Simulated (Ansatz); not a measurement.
This guess for Si5Br2 is about to be relaxed.

```cif
data_structure
_symmetry_space_group_name_H-M 'P4/mmm'
_symmetry_Int_Tables_number 123
_cell_length_a 4.5166
_cell_length_b 4.5166
_cell_length_c 6.8566
_cell_angle_alpha 90.000
_cell_angle_beta 90.000
_cell_angle_gamma 90.000
_cell_volume 139.87
loop_
_atom_site_label
_atom_site_type_symbol
_atom_site_symmetry_multiplicity
_atom_site_Wyckoff_symbol
_atom_site_fract_x
_atom_site_fract_y
_atom_site_fract_z
_atom_site_occupancy
Si1 Si 2 f 0.00000 0.50000 0.00000 1
Si2 Si 2 g 0.00000 0.00000 0.17030 1
Si3 Si 1 d 0.50000 0.50000 0.50000 1
Br1 Br 2 h 0.50000 0.50000 0.70698 1
```

Theory: DFT PBE, scalar-relativistic, plane waves, PAW in Ansatz. Cutoff 420 eV, Gaussian smearing, Γ-centred meshes. Cell and atoms relax first on a coarse mesh and then on a finer one. In between, the cell is made exact in the group found at 0.06 Å. In metals the finer mesh still leaves noise of several meV/atom or more. The steps can't lower the symmetry of their start. No spin polarisation.

A guess keeps its type if space group and coordination stay and the shape of the cell changes little (axis ratios within about 15 %, angles within 6°); the volume may change.

Problem. Does it keep its structure type, or change into something else?

Solution. It doesn't keep its type. The symmetry stays P4/mmm (No. 123). The volume per atom grows by 12.5 %, from 20.0 to 22.5 Å³. The shortest distance goes from 1.42 Å (Si–Br) to 2.51 Å (Si–Si). The ratio c/a of the conventional cell changes by a factor of 2.32. Counting neighbours within 15 % of an atom's shortest distance, the start has Br 1, Si 2/4/5 and the end Br 1, Si 2/4/8. In detail, at the end Si on a site of symmetry mmm is surrounded by 8 Si at 2.51–2.59 Å; Si on a site of symmetry 4mm is surrounded by 4 Si at 2.59 Å; Br is surrounded by 1 Si at 2.61 Å and 4 Si at 3.06 Å; 1 more site not described.

```cif
data_structure
_symmetry_space_group_name_H-M 'P4/mmm'
_symmetry_Int_Tables_number 123
_cell_length_a 3.5473
_cell_length_b 3.5473
_cell_length_c 12.5038
_cell_angle_alpha 90.000
_cell_angle_beta 90.000
_cell_angle_gamma 90.000
_cell_volume 157.34
loop_
_atom_site_label
_atom_site_type_symbol
_atom_site_symmetry_multiplicity
_atom_site_Wyckoff_symbol
_atom_site_fract_x
_atom_site_fract_y
_atom_site_fract_z
_atom_site_occupancy
Si1 Si 2 f 0.00000 0.50000 0.00000 1
Si2 Si 2 g 0.00000 0.00000 0.15131 1
Si3 Si 1 d 0.50000 0.50000 0.50000 1
Br1 Br 2 h 0.50000 0.50000 0.70901 1
```

The last run used a 10×10×4 mesh (in the run's order of axes) for its 7-atom cell and Gaussian smearing of 0.10 eV. Symmetry constrained the relaxation, so the result can be a saddle point.

In counts of neighbours, a slash parts the counts of unlike sites.
